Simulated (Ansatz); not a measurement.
**Does relaxation matter for the field gradients of SiC with Nb replacing Si?**

Start: a supercell of SiC (space group P6_3mc) built from a COD entry (the entry's cell lengths or inner coordinates differ somewhat from later room-temperature determinations), with all atoms left at the host's positions.

Space group P3m1 (No. 156); a = 6.1900, c = 15.1700 Å, γ = 120.00°.

```
site  Wyckoff  site symmetry       x       y       z
  Nb       1a            3m.  0.0000  0.0000  0.1250
 Si2       3d            .m.  0.0000  0.5000  0.1250
 Si5       1a            3m.  0.0000  0.0000  0.6250
 Si6       3d            .m.  0.0000  0.5000  0.6250
 Si9       3d            .m.  0.1667  0.3333  0.2917
Si11       1c            3m.  0.6667  0.3333  0.2917
Si13       3d            .m.  0.3333  0.1667  0.7917
Si14       1b            3m.  0.3333  0.6667  0.7917
Si17       3d            .m.  0.1667  0.3333  0.9583
Si19       1c            3m.  0.6667  0.3333  0.9583
Si21       3d            .m.  0.3333  0.1667  0.4583
Si22       1b            3m.  0.3333  0.6667  0.4583
 C25       1a            3m.  0.0000  0.0000  0.0000
 C26       3d            .m.  0.0000  0.5000  0.0000
 C29       1a            3m.  0.0000  0.0000  0.5000
 C30       3d            .m.  0.0000  0.5000  0.5000
 C33       3d            .m.  0.1667  0.3333  0.1667
 C35       1c            3m.  0.6667  0.3333  0.1667
 C37       3d            .m.  0.3333  0.1667  0.6667
 C38       1b            3m.  0.3333  0.6667  0.6667
 C41       3d            .m.  0.1667  0.3333  0.8333
 C43       1c            3m.  0.6667  0.3333  0.8333
 C45       3d            .m.  0.3333  0.1667  0.3333
 C46       1b            3m.  0.3333  0.6667  0.3333
```

One atom of each set is listed.

Computed with Ansatz: DFT, PBE, plane waves and PAW, scalar-relativistic, 420 eV cutoff, Γ-centred 4×4×2 k-points, Fermi–Dirac smearing 0.01 eV, cell charge +1.

The largest force at the start is 4.3 eV/Å. Relaxing the ions at fixed cell moves them by 0.143 Å at most (atom 25, C) and 0.047 Å rms.

```tsv
site	moved (Å)	first shell before	first shell after	V_zz before (10²¹ V/m²)	η before
Nb	0.024	4 C at 1.90 Å	4 C at 2.02 Å	-0.80	0.00
Si2	0.019	4 C at 1.90 Å	4 C at 1.88–1.89 Å	1.53	0.77
Si9	0.072	4 C at 1.90 Å	4 C at 1.88–1.91 Å	1.93	0.01
Si11	0.021	4 C at 1.90 Å	4 C at 1.89–1.92 Å	0.71	0.00
Si17	0.065	4 C at 1.90 Å	4 C at 1.87–1.90 Å	1.63	0.51
C25	0.143	3 Si at 1.90 Å, 1 Nb at 1.90 Å	3 Si at 1.90 Å, 1 Nb at 2.02 Å	-1.73	0.00
C26	0.014	4 Si at 1.90 Å	4 Si at 1.89–1.90 Å	-0.32	0.96
C33	0.117	3 Si at 1.90 Å, 1 Nb at 1.90 Å	3 Si at 1.88–1.91 Å, 1 Nb at 2.02 Å	-1.35	0.23
C38	0.018	4 Si at 1.90 Å	4 Si at 1.88–1.89 Å	0.28	0.00
C41	0.031	4 Si at 1.90 Å	4 Si at 1.87–1.90 Å	0.35	0.16
```

Task: How do the gradients change?

Result: 

```csv
site,V_zz after,η after,change of V_zz
Nb,-2.91,0.00,-2.11
Si2,1.70,0.20,+0.17
Si9,2.23,0.09,+0.30
Si11,1.08,0.00,+0.37
Si17,1.56,0.95,-0.07
C25,-1.47,0.00,+0.26
C26,0.40,0.29,–
C33,-1.22,0.18,+0.13
C38,0.035,0.00,-0.25
C41,0.11,0.02,-0.24
```

The largest change of V_zz along a kept axis is on Nb, from -0.80 to -2.91. Where |V_zz| stays above 0.1 and the axes keep their order, η moves most on Si2, from 0.77 to 0.20. On C26, C45 (not all in the table) the largest principal value lies along another axis in the second run, so the two V_zz can't be compared directly. The table leaves out 14 of the 24 sites, with |V_zz| up to 1.09; their tensors move by 0.24 at most along any direction. The statements above cover all sites. The host's own positions weren't relaxed first, so part of the change far from the defect can be the host's relaxation.

The defect repeats with the cell of 48 atoms, so it feels its images: sites between two images don't show the values beside a lone defect, and zeros or small values of η there can come from the images' arrangement. C and Si carry a gradient in the pure host already, so the values there aren't the defect's effect alone. A uniform background compensates the cell's charge. Without spin–orbit coupling (the program notes it for Nb) the gradients are little affected as a rule: paired runs on crystals with a gap mostly move them by under 2 % at such atoms.
Before: The cell keeps the host's lattice, where the PBE pressure is 6 GPa (in a charged cell this depends on the convention for the mean potential). The neighbours have not yet relaxed around the defect (largest force 4.3 eV/Å), so the values at and beside it are those of a strained start, not of the defect in a real crystal.
After: The relaxation keeps the site symmetry 3m of the start, so the impurity can move only along its axis; a start off the site could end lower. The cell keeps the host's lattice, where the PBE pressure is 5 GPa (in a charged cell this depends on the convention for the mean potential).
